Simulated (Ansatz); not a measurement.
# Relaxing a structure of SnTe

The start is a generated cell, SnTe placed in the rocksalt structure type. Cell shape, volume and atoms are optimised at zero target pressure with PBE (plane waves to 420 eV, PAW, scalar-relativistic; Ansatz, a quantum-chemistry and plane-wave program). The first steps use a coarse 7×7×7 k-mesh.

Starting cell:
```yaml
crystal:
  lattice:
    - [0.00000, 3.08120, 3.08120]
    - [3.08120, 0.00000, 3.08120]
    - [3.08120, 3.08120, 0.00000]
  atoms:
    - { symbol: Te, position: [0.00000, 0.00000, 0.00000] }
    - { symbol: Sn, position: [0.50000, 0.50000, 0.50000] }
```

Q: How large is the pressure on the unrelaxed cell, and of which sign?

A: +6.1 GPa (positive: the cell is compressed).

Q: By how much does the energy per atom fall from start to end?

A: 0.06 eV/atom.

Q: How does the volume change?

A: +12.5 %, from 29.25 to 32.91 Å³/atom.

Q: What band gap does the relaxed structure have at this level?

A: 0.05 eV, direct at L (no spin-orbit coupling).

Q: What does it relax into? Give the structure.

A: 
Space group Fm-3m (No. 225); a = b = c = 6.409 Å, α = β = γ = 90.00°

```csv
atom,site,symmetry,x,y,z
Te,4a,m-3m,0.0000,0.0000,0.0000
Sn,4b,m-3m,0.5000,0.5000,0.5000
```
(The calculation used a cell of 2 atoms; values per cell refer to that cell.)

The space group stays Fm-3m (No. 225) (the run could not lower it); the end is rock salt type, with 2 atoms in the primitive cell. Final values are on a 13×13×13 k-mesh of the relaxed cell. No spin polarisation in the result. Spin-orbit coupling is missing; with elements this heavy it can move band edges by tenths of an eV or more.

The run could not lose the symmetry of its start.

All atoms sit on sites fixed by symmetry, so only the cell could relax.
